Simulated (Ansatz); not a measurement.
One crystal and one scan (energy against volume) at two levels, PBE (plane waves to 420 eV, PAW, scalar-relativistic; Ansatz, a quantum-chemistry and plane-wave program) and r2SCAN (plane waves to 500 eV, PAW, scalar-relativistic; Ansatz), each from its own relaxed cell and on its own mesh. The cell shown is that of PBE.

Al2Cu (Al2Cu type, space group I4/mcm)

```
Al2Cu
1.0
   -3.02975     3.02975     2.43725
    3.02975    -3.02975     2.43725
    3.02975     3.02975    -2.43725
Al Cu
4 2
Direct
  0.15828   0.65828   0.81655
  0.34172   0.15828   0.50000
  0.65828   0.84172   0.50000
  0.84172   0.34172   0.18345
  0.75000   0.75000   0.00000
  0.25000   0.25000   0.00000
```

E(V) scan at fixed shape, V₀ the volume above. The atoms relax within the cell's symmetry.

Energies are smeared free energies. Al2Cu is run without spin polarisation. Al2Cu was relaxed with its symmetry unable to fall. With the shape held, the modulus is that of even scaling; a crystal free to change shape is softer. Percentages come from the unrounded values.

Results of PBE:

```
Property                                                                     Result
---------------------------------------------------------------------------  ------
Lattice constant a (Å)                                                        6.059
Lattice constant c (Å)                                                        4.874
Relaxed volume (Å³/atom)                                                      14.91
Bulk modulus at fixed cell shape B₀ (third-order Birch-Murnaghan fit) (GPa)    99.6
```

Problem. Estimate the r2SCAN values.

Solution. 
| quantity | r2SCAN | PBE − r2SCAN |
|---|---|---|
| Lattice constant a (Å) | 6.006 | +0.053 (+0.9 %) |
| Lattice constant c (Å) | 4.790 | +0.084 (+1.8 %) |
| Relaxed volume (Å³/atom) | 14.40 | +0.51 (+3.6 %) |
| Bulk modulus at fixed cell shape B₀ (third-order Birch-Murnaghan fit) (GPa) | 113.5 | -13.9 (-12 %) |

PBE gives the higher value for: lattice constant a; lattice constant c; relaxed volume. PBE gives the lower value for: bulk modulus at fixed cell shape B₀.

(A scan under strain: stresses follow from slopes of the energy per volume, elastic moduli from its curvatures.)
